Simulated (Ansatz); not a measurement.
The relaxed structure here is a generated cell of Ti2C: the first start was made by placing the elements on the sites of a structure type, and the end was not matched to a known phase here, so it may be hypothetical.

The end point of a relaxation of Ti2C. Space group P6₃/mmc (No. 194), AFLOW prototype AB2_hP6_194_c_f (C7, as in MoS2). The numbers are results of PBEsol (plane waves to 420 eV, PAW, scalar-relativistic; Ansatz, a quantum-chemistry and plane-wave program), not measurements.

```cif
data_C2Ti4
_chemical_formula_sum 'C2 Ti4'
_space_group_name_H-M_alt 'P63/mmc'
_space_group_IT_number 194
_space_group_name_Hall '-P 6c 2c'
_cell_length_a 3.02357
_cell_length_b 3.02357
_cell_length_c 10.04563
_cell_angle_alpha 90.000
_cell_angle_beta 90.000
_cell_angle_gamma 120.000
loop_
_atom_site_label
_atom_site_type_symbol
_atom_site_symmetry_multiplicity
_atom_site_Wyckoff_symbol
_atom_site_fract_x
_atom_site_fract_y
_atom_site_fract_z
_atom_site_occupancy
C1 C 2 c 0.33333 0.66667 0.25000 1
Ti1 Ti 4 f 0.66667 0.33333 0.12631 1
```

Volume per atom: 13.26 Å³
Band gap: no gap (metallic)
Shortest distances: C–Ti 2.14 Å; Ti–Ti 2.49 Å; C–C 3.02 Å
k-mesh: 18×18×5

No spin polarisation in the result.

The run could not lower the symmetry of its start; a shaken copy of this end point relaxes with PBEsol to Cmcm (No. 63), 0.02 eV/atom lower.
